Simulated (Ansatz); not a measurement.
Y3In5:
```yaml
crystal:
  lattice:
    - [4.94194, -4.02662, 0.00000]
    - [4.94194, 4.02662, 0.00000]
    - [0.00000, 0.00000, 10.36773]
  atoms:
    - { symbol: Y, position: [0.37387, 0.62613, 0.25000] }
    - { symbol: Y, position: [0.62613, 0.37387, 0.75000] }
    - { symbol: Y, position: [0.79690, 0.79690, 0.50000] }
    - { symbol: Y, position: [0.20310, 0.20310, 0.50000] }
    - { symbol: Y, position: [0.20310, 0.20310, 0.00000] }
    - { symbol: Y, position: [0.79690, 0.79690, 0.00000] }
    - { symbol: In, position: [0.99006, 0.00994, 0.25000] }
    - { symbol: In, position: [0.00994, 0.99006, 0.75000] }
    - { symbol: In, position: [0.69033, 0.30967, 0.04661] }
    - { symbol: In, position: [0.30967, 0.69033, 0.95339] }
    - { symbol: In, position: [0.30967, 0.69033, 0.54661] }
    - { symbol: In, position: [0.69033, 0.30967, 0.45339] }
    - { symbol: In, position: [0.49241, 0.07621, 0.25000] }
    - { symbol: In, position: [0.50759, 0.92379, 0.75000] }
    - { symbol: In, position: [0.07621, 0.49241, 0.75000] }
    - { symbol: In, position: [0.92379, 0.50759, 0.25000] }
```

Relaxed with r²SCAN. Special points in fractions of this cell's reciprocal vectors: Γ (0.000, 0.000, 0.000); Y (0.500, 0.500, 0.000); F0 (0.416, 0.584, 0.000); Δ0 (-0.416, 0.416, 0.000); Z (0.000, 0.000, 0.500); B0 (-0.416, 0.416, 0.500); G0 (0.416, 0.584, 0.500); T (0.500, 0.500, 0.500); S (0.000, 0.500, 0.000); R (0.000, 0.500, 0.500).

Task: List the band energies nearest the Fermi level at these points for r²SCAN (plane waves, PAW; program Ansatz).

Result: In eV from the Fermi level; about four levels below and three above (degenerate sets whole), none deeper than 8.9 eV; points with the same levels are listed once.

| k | below | above |
|---|---|---|
| Γ | -0.55 -0.54 -0.48 -0.45 | 0.32 0.33 0.86 |
| Y | -1.02 -0.90 -0.16 -0.08 | 0.01 0.24 0.43 |
| F0 | -0.90 -0.35 -0.19 -0.05 | 0.08 0.11 0.53 |
| Z | -1.00 -1.00 -0.37 -0.37 | 0.11 0.11 0.20 0.20 |
| B0 | -0.75 -0.75 -0.04 -0.04 | 0.29 0.29 0.48 0.48 |
| T | -1.14 -1.14 -0.54 -0.54 | 0.13 0.13 0.38 0.38 |
| S | -1.16 -0.66 -0.52 -0.27 | 0.04 0.74 0.79 |
| R | -0.69 -0.69 -0.42 -0.42 | 0.21 0.21 0.62 0.62 |

Space group Cmcm. The first step of the workflow began from a Materials Project structure, measured or hypothetical; the Crystallography Open Database copy checked does not list it. Its standing as an ambient phase is unchecked. The cell was relaxed with r²SCAN under the symmetry of its start; its stability against distortions is not shown here. The run is not spin-polarised. Scalar-relativistic: spin–orbit coupling is off unless named, which matters more the heavier the elements.

Potentials: the earlier of the program's two PAW sets.
